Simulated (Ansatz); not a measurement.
**Structure relaxation, Zr**

The start is a relaxed Zr cell, doubled along one cell vector, shaken by Gaussian noise of σ = 0.08 Å a coordinate. Cell shape, volume and atoms are optimised at zero target pressure with r2SCAN (plane waves to 500 eV, PAW, scalar-relativistic; Ansatz, an electronic-structure program). The first steps use a coarse 12×6×3 k-mesh.

The start:
```
Zr
1.0
    3.24227     0.00000     0.00000
   -3.24227     5.61577     0.00000
    0.00000     0.00000    10.36554
Zr
8
Cartesian
  0.08396  -0.16384   0.00995
 -1.66125   2.84635  -0.05917
 -0.04587  -0.01829   5.32464
 -1.52619   2.80696   5.18476
 -0.03267   1.92866   2.48006
 -1.70967   4.79457   2.44363
  1.59145   0.92613   7.78212
  0.01736   3.68124   7.74733
```

### Question
What is the largest force in the starting geometry, and on which atom (counted from 1)?

### Answer
1.25 eV/Å, on Zr6 (atoms numbered as listed).

### Question
How much energy is released per atom?

### Answer
0.04 eV/atom.

### Question
Does it find its way back to the structure it was made from?

### Answer
It relaxes back to the parent, P6₃/mmc (No. 194).

### Question
How do the shortest distances between atoms change?

### Answer
The closest pairs of elements (up to four, under 3.6 Å), start → end: Zr–Zr 2.91 → 3.20 Å.

### Question
What band gap does the relaxed structure have at this level?

### Answer
Zero (metallic).

Final values are on a 16×16×5 k-mesh of the relaxed cell. No spin polarisation in the result.

The relaxed structure here is a generated cell of Zr: the first start was made by placing the elements on the sites of a structure type, and the end was not matched to a known phase here, so it may be hypothetical. A known form of Zr has the same space group but another cell.
